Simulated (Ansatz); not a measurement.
Pd (dhcp (α-La type), P6_3/mmc) at seven volumes, r²SCAN (plane waves, PAW; program Ansatz), shape and atoms relaxed at each. One row is withheld.

```json
[
 {"V (Å³/atom)": "13.647", "P (GPa)": "22.32"},
 {"V (Å³/atom)": "14.097", "P (GPa)": "13.40"},
 {"V (Å³/atom)": "14.547", "P (GPa)": "6.05"},
 {"V (Å³/atom)": "14.997", "P (GPa)": "0.00"},
 {"V (Å³/atom)": "15.447", "P (GPa)": "-4.97"},
 {"V (Å³/atom)": "15.897", "P (GPa)": "?"},
 {"V (Å³/atom)": "16.347", "P (GPa)": "-12.36"}
]
```

### Question
Fit the shown pressures and predict the withheld one.

### Answer
P = (3/2)B₀(x^(7/2) − x^(5/2))[1 + (3/4)(B′ − 4)(x − 1)] with x = (V₀/V)^(2/3). Least squares on the six rows gives V₀ = 14.997 Å³/atom, B₀ = 182 GPa, B′ = 5.54. At V = 15.897, x = 0.9619 and P = -9.03 GPa. The run itself gave -9.04 GPa.

The workflow started from a Materials Project entry (that database holds measured and hypothetical structures alike); the Crystallography Open Database copy checked does not list it. It is not the phase usual at ambient conditions (space group No. 225). The cell was relaxed with r²SCAN under the symmetry of its start; its stability against distortions is not shown here. The final state is ferromagnetic, the only order run, not a proven ground state. Other orbital occupations within this spin state were not tried.

Potentials: the later of the program's two PAW sets.
